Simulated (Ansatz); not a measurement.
MgTl (CsCl type)

```yaml
crystal:
  lattice:
    - [7.12858, 0.00000, 0.00000]
    - [3.56429, 3.56429, 0.00000]
    - [0.00000, 0.00000, 3.56429]
  atoms:
    - { symbol: Mg, position: [0.00000, 0.00000, 0.00000] }
    - { symbol: Mg, position: [0.50000, 0.00000, 0.00000] }
    - { symbol: Tl, position: [0.00000, 0.50000, 0.50000] }
    - { symbol: Tl, position: [0.50000, 0.50000, 0.50000] }
```

The atoms are displaced by Q × the pattern below (from a DFPT mode at M = (0.5, 0.5, 0.0), largest move 1; Q in Å), at fixed cell. (q is in reciprocal vectors of the primitive cell; the cell shown is doubled to hold the pattern.)

```json
[
 {"atom": "Mg1", "x": "0.000", "y": "0.000", "z": "-1.000"},
 {"atom": "Mg2", "x": "0.000", "y": "0.000", "z": "1.000"}
]
```

Atoms not listed stay in place.

Calculation: LDA (plane waves to 420 eV, PAW, scalar-relativistic; Ansatz, a program for electronic structure). k mesh 13×13×13 (Γ-centred), Fermi-Dirac smearing 0.05 eV. The energy includes the smearing's −TS. With partly filled bands, energies and forces of such displacements shift with the k mesh and the smearing. MgTl was relaxed with its symmetry unable to fall. Spin-orbit coupling is left out, though Tl is heavy. ΔE is measured from the undisplaced structure. The last digit holds for this mesh only.

```tsv
Q (Å)	ΔE (meV/cell)
-0.1000	withheld
-0.0833	12.47
-0.0667	7.98
-0.0500	4.49
-0.0333	2.00
-0.0167	0.50
0.0000	0.00
0.0167	0.50
0.0333	2.00
0.0500	4.49
0.0667	7.98
0.0833	12.47
0.1000	withheld
```

Question: Fit an even polynomial form (powers 2, 4) to the given rows and predict ΔE at Q = 0.1000.

Answer: Least squares on the 11 given rows: ΔE = (1794)·Q² + (407.1)·Q⁴, in meV/cell with Q in Å; root-mean-square residual 0.006 meV/cell. At 0.1000 the fit gives 17.98 meV/cell; the calculation gives 17.95 meV/cell, so the extrapolation is off by 0.03 (+0.2 %). The quadratic term alone would give 17.94 meV/cell.

(A displaced cell: forces are minus the slopes of the energy, force constants its curvatures, and phonons follow from these.)
